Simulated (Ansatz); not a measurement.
MnO2: computed property card

MnO2:
```xyz
3
Lattice="2.8403 0.0000 0.0000 -1.4202 2.4598 0.0000 0.0000 0.0000 5.0791" Properties=species:S:1:pos:R:3 pbc="T T T"
Mn     0.0000     0.0000     2.5395
O      1.4202     0.8199     1.5897
O      0.0000     1.6399     3.4893
```
The run is spin-polarised; directions of the spins, atom by atom: ↑ 0 0.

Space group P-3m1 (No. 164), CdI2 type; conventional cell a = 2.840 Å, b = 2.840 Å, c = 5.079 Å, α = 90.00°, β = 90.00°, γ = 120.00°.

Method: DFT-PBEsol in the program Ansatz with PAW potentials. The cell and atoms are relaxed at this level. Other levels are named where they apply.

### Cell and energy

Volume per atom: 11.83 Å³
Density: 4.07 g/cm³
Formation energy from the elements (no fitted shifts): -1.61 eV/atom

### Electronic structure

* **Band gap**: 0.77 eV (indirect)
* **Valence-band maximum**: off the standard path, at k = (-0.120, 0.005, 0.484) in fractions of the reciprocal vectors
* **Conduction-band minimum**: at A (2 equivalent valleys)
* **Smallest direct gap on the standard path**: 0.82 eV

### Magnetism

Magnetic order: ferromagnetic
Net moment: 1.00 μB per atom

### Mechanics

- Elastic constants (relaxed ions, GPa): C11 = 313, C12 = 60.3, C13 = 1.2, C14 = -0.6, C33 = 2.2, C44 = 0.7
- Mechanical stability: marginal (the smallest eigenvalue of C is near zero)

### Dielectric response

Electronic dielectric constant ε∞ (DFPT): 8.89 (xx = yy), 2.56 (zz)
Static dielectric constant ε0 (ions relaxed, cell fixed): 22.2 (xx = yy), 2.77 (zz)
Born charges (a third of the trace): Mn +4.31, O -2.15 e

### Phonons

Highest zone-centre frequency (without LO–TO term): 604 cm⁻¹
Zone-centre stability: no imaginary mode at Γ

The workflow started from a Materials Project entry (that database holds measured and hypothetical structures alike); the Crystallography Open Database copy checked does not list it. It is not the phase usual at ambient conditions (space group No. 136). Symmetry was held in the PBEsol relaxation. The final state is ferromagnetic, chosen from 5 collinear starts compared on coarse meshes (ties went to the first, and starts can fall back to one state), not a proven ground state. No Hubbard U is applied. A crystal of weakly bound layers computed without a dispersion correction: the cell and the soft elastic constants depend strongly on that. The references are the lowest solids computed at this level, not always the standard phases (solids in place of the gases).

Potentials: the later of the program's two PAW sets.
